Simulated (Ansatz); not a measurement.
Input:

InP:
```yaml
crystal:
  lattice:
    - [4.16917, 0.00000, 0.00000]
    - [-2.08458, 3.61060, 0.00000]
    - [0.00000, 0.00000, 6.84488]
  atoms:
    - { symbol: In, position: [0.66667, 0.33333, 0.50024] }
    - { symbol: In, position: [0.33333, 0.66667, 0.00024] }
    - { symbol: P, position: [0.66667, 0.33333, 0.87476] }
    - { symbol: P, position: [0.33333, 0.66667, 0.37476] }
```

This is the r²SCAN-relaxed structure. Cartesian axes are those of the cell as given.

All from DFT-r²SCAN in the program Ansatz with PAW potentials, unless another level is named. Give the band gap.

1.10 eV (direct).

And the electron effective mass with spin–orbit coupling?

0.072, 0.085, 0.085 mₑ (principal values).

What about the hole effective mass, band 2 of 2 at the edge?

0.078 along x, 1.0 along z (mₑ).

Space group P6_3mc (wurtzite). The workflow started from a Materials Project entry (that database holds measured and hypothetical structures alike); the Crystallography Open Database copy checked does not list it. It is not the phase usual at ambient conditions (space group No. 216). The r²SCAN relaxation kept the symmetry of its start; whether a distortion lowers the energy is not shown. Scalar-relativistic: spin–orbit coupling is off unless named, which matters more the heavier the elements.

Potentials: the later of the program's two PAW sets.
